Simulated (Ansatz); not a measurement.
AlGaAs$_{2}$:
```xyz
8
Lattice="4.0123 0.0000 0.0000 0.0000 4.0123 0.0000 0.0000 0.0000 11.3317" Properties=species:S:1:pos:R:3 pbc="T T T"
Ga     2.0062     0.0000     9.9184
As     0.0000     0.0000     0.0000
Ga     0.0000     2.0062     1.4132
As     2.0062     2.0062     2.8331
Al     2.0062     0.0000     4.2466
As     0.0000     0.0000     5.6658
Al     0.0000     2.0062     7.0850
As     2.0062     2.0062     8.4986
```

DFT-r²SCAN in the program Ansatz with PAW potentials gives a gap of 1.63 eV without spin–orbit coupling, maximum at Γ, minimum at Γ.

Problem. What happens when spin–orbit coupling is switched on?

Solution. The gap drops by 0.10 eV, to 1.53 eV; maximum at Γ, minimum at Γ.

Problem. Give the electron effective mass with spin–orbit coupling.

Solution. 0.11, 0.11, 0.12 mₑ (principal values).

Problem. Give the hole effective mass with spin–orbit coupling.

Solution. 0.40 along z (mₑ).

Space group P-4m2. The start of the workflow was typed in or built on a structure type; neither database checked (COD, Materials Project) lists it. Its standing as an ambient phase is unchecked. Symmetry was held in the r²SCAN relaxation; whether a distortion lowers the energy is not shown.

Potentials: the earlier of the program's two PAW sets.
